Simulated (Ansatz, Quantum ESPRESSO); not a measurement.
One calculation of HPbNO4, 6 ways

```
H Pb N O
1.0
     4.19923    0.11117    0.16817
     1.91600    3.89132    0.12568
     1.76085    1.25259    6.37266
H Pb N O
1 1 1 4
Direct
  0.89145 0.68202 0.62796
  0.14426 0.92872 0.88352
  0.25670 0.28861 0.30171
  0.83108 0.65056 0.78405
  0.38694 0.22380 0.11295
  0.31104 0.03576 0.45856
  0.07726 0.60633 0.32275
```

The cell comes from a database or a generator and needn't be the stable form of this composition.

Alike in all runs: task single point; functional PBE; k mesh 7 × 7 × 5; occupations fermi-dirac, width 0.05 eV; no spin polarisation; no spin-orbit coupling. Pressure is positive in compression and, in plane waves, holds the error of the finite cutoff, which Ansatz's Pulay term estimates and takes out.

```
                                program and potentials  plane-wave cutoff (eV)                                                                        notes  pressure (GPa)  largest force (eV/Å)
             Quantum ESPRESSO, SSSP 1.3 efficiency PBE                     816                                    6.29 valence electrons an atom on average           -0.22                 0.033
                                     Ansatz, Ansatz NC                    1240  6.29 valence electrons an atom on average; Pulay term of +0.05 GPa included           -0.02                 0.039
                                       Ansatz, JTH PAW                    1800                                    6.29 valence electrons an atom on average            0.02                 0.071
Ansatz, Ansatz PAW (files of its older set among them)                    1000                                    7.43 valence electrons an atom on average           -0.09                 0.048
               Ansatz, PseudoDojo standard (PBE files)                    1143  6.29 valence electrons an atom on average; Pulay term of +0.03 GPa included           -0.13                 0.163
                                       Ansatz, SPMS NC                    1034  6.29 valence electrons an atom on average; Pulay term of +0.33 GPa included           -0.15                 0.167
```

Force on atom 7 (O), eV/Å:

| program and potentials | x | y | z |
| --- | --- | --- | --- |
| Quantum ESPRESSO, SSSP 1.3 efficiency PBE | -0.002 | 0.033 | 0.005 |
| Ansatz, Ansatz NC | 0.000 | 0.007 | 0.002 |
| Ansatz, JTH PAW | 0.000 | 0.009 | 0.000 |
| Ansatz, Ansatz PAW (files of its older set among them) | 0.005 | -0.047 | -0.008 |
| Ansatz, PseudoDojo standard (PBE files) | -0.002 | 0.033 | 0.001 |
| Ansatz, SPMS NC | -0.002 | 0.038 | 0.000 |

The pressure spans -0.22 (Quantum ESPRESSO, SSSP 1.3 efficiency PBE) to 0.02 GPa (Ansatz, JTH PAW).

Differences between rows come from potentials, basis sets and numerical settings, since the functional is the same but for its coding. Runs on potential files found faulty are left out.
